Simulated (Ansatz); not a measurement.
SiBW:
```cif
data_B4Si4W4
_chemical_formula_sum 'Si4 B4 W4'
_space_group_name_H-M_alt 'Cmcm'
_space_group_IT_number 63
_space_group_name_Hall '-C 2c 2'
_cell_length_a 3.16078
_cell_length_b 13.47790
_cell_length_c 3.14208
_cell_angle_alpha 90.000
_cell_angle_beta 90.000
_cell_angle_gamma 90.000
loop_
_atom_site_label
_atom_site_type_symbol
_atom_site_symmetry_multiplicity
_atom_site_Wyckoff_symbol
_atom_site_fract_x
_atom_site_fract_y
_atom_site_fract_z
_atom_site_occupancy
Si1 Si 4 c 0.00000 0.70293 0.25000 1
B1 B 4 c 0.00000 0.53234 0.25000 1
W1 W 4 c 0.00000 0.10240 0.75000 1
```
(The calculation used a cell of 6 atoms; values per cell refer to that cell.)

Relaxed at zero pressure with DFT-PBE in the program Ansatz with PAW potentials.

The volume is lowered by 3 % and shape and atoms relax at that volume. What pressure results, and how do the axes share the change?

8.5 GPa; a -1.0 %, b -1.0 %, c -1.0 %; the energy rises by 9 meV/atom.

Give the new structure.


Space group Cmcm (No. 63); a = 3.129 Å, b = 13.338 Å, c = 3.111 Å, α = β = γ = 90.00°

| atom | site | symmetry | x | y | z |
|---|---|---|---|---|---|
| Si | 4c | m2m | 0.0000 | 0.7034 | 0.2500 |
| B | 4c | m2m | 0.0000 | 0.5329 | 0.2500 |
| W | 4c | m2m | 0.0000 | 0.1023 | 0.7500 |

The phase is kept; no other phase was compared at this pressure.

The start of the workflow was typed in or built on a structure type; neither database checked (COD, Materials Project) lists it. Its standing as an ambient phase is unchecked. Symmetry was held in the PBE relaxation; its stability against distortions is not shown here. No spin polarisation was allowed. Scalar-relativistic: spin–orbit coupling is off unless named, which matters more the heavier the elements.

Potentials: the earlier of the program's two PAW sets.
